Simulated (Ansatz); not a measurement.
BaTiO₃ (P4mm) was relaxed and computed twice in Ansatz (plane waves, PAW), once with LDA and once with r²SCAN.

```csv
,run 1,run 2
cell,"a = b = 3.926 Å, c = 3.974 Å, α = β = γ = 90.00°","a = b = 3.9719 Å, c = 4.1141 Å, α = β = γ = 90.00°"
gap (eV),1.85,2.23
ΔH_f (eV/atom),-3.33,-3.38
B₀ by P(V) fit (GPa),149,111
ε∞,6.38,5.45
"highest Γ mode, no LO–TO term (cm⁻¹)",509,552
electron conductivity mass (mₑ),0.56,0.67
```

**Question.** Which run used which functional?

**Answer.** Run 1 is LDA, run 2 is r²SCAN.

Unstable at this level: BaTiO3, P4mm (Ti on 1b, Ba on 1a, O on 1b, O on 2c) with LDA; BaTiO3, P4mm (Ti on 1b, Ba on 1a, O on 1b, O on 2c) with r²SCAN. All cells were relaxed under the symmetry of their starts (and spin orders); stability against distortions was not tested throughout. Rows with no word on spin ran without spin polarisation. Spin–orbit coupling is left out wherever it is not named.

Potentials: the later of the program's two PAW sets.

Ansatz (a quantum-chemistry and plane-wave program) is a plane-wave DFT program.

Formation energies count from the lowest solids of the elements computed at the same level, not from gases.
